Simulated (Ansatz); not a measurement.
The start is a generated cell, Ga2O3 built in the AFLOW prototype A3B2_hR5_155_e_c (D5_e, as in Ni3S2). Cell shape, volume and atoms are optimised at zero target pressure with r2SCAN (plane waves to 500 eV, PAW, scalar-relativistic; Ansatz, an electronic-structure program). The first steps use a coarse 7×7×7 k-mesh.

Input geometry:
```
CELL_PARAMETERS angstrom
      2.50988     1.44908     2.07646
     -2.50988     1.44908     2.07646
      0.00000    -2.89816     2.07646
ATOMIC_POSITIONS crystal
  O  0.24490 0.75510 0.50000
  O  0.50000 0.24490 0.75510
  O  0.75510 0.50000 0.24490
  Ga 0.25210 0.25210 0.25210
  Ga 0.74790 0.74790 0.74790
```

Problem. What is the largest force in the starting geometry, and on which atom (counted from 1)?

Solution. 2.84 eV/Å, on O1, O2, O3 (atoms numbered as listed).

Problem. How much energy is released per atom?

Solution. 0.63 eV/atom.

Problem. How do the shortest distances between atoms change?

Solution. The closest pairs of elements (up to four, under 3.6 Å), start → end: Ga–O 1.97 → 1.95 Å; O–O 2.19 → 2.46 Å; Ga–Ga 3.07 → 2.86 Å.

Problem. What band gap does the relaxed structure have at this level?

Solution. 1.58 eV, indirect (valence top at 71 % of the way from Γ to T, conduction bottom at Γ) (no spin-orbit coupling).

Problem. What does it relax into? Give the structure.

Solution. 
Space group R32, hexagonal axes (No. 155); a = b = 4.8565 Å, c = 7.3423 Å, α = β = 90.00°, γ = 120.00°

```json
[
 {"atom": "O", "site": "9e", "symmetry": ".2", "x": "0.3006", "y": "0.3006", "z": "0.5000"},
 {"atom": "Ga", "site": "6c", "symmetry": "3.", "x": "0.0000", "y": "0.0000", "z": "0.2956"}
]
```
(The calculation used a cell of 5 atoms; values per cell refer to that cell.)

The space group stays R32 (No. 155) (the run could not lower it), with 5 atoms in the primitive cell. Final values are on a 9×9×9 k-mesh of the relaxed cell. No spin polarisation in the result.

The run could not lower the symmetry of its start; a shaken copy of this end point relaxes with r2SCAN to P1 (No. 1), 225 meV/atom lower.

The relaxed structure here is a generated cell of Ga2O3: the first start was made by placing the elements on the sites of a structure type, and the end was not matched to a known phase here, so it may be hypothetical. Known forms of Ga2O3 include space group No. 12, 167.
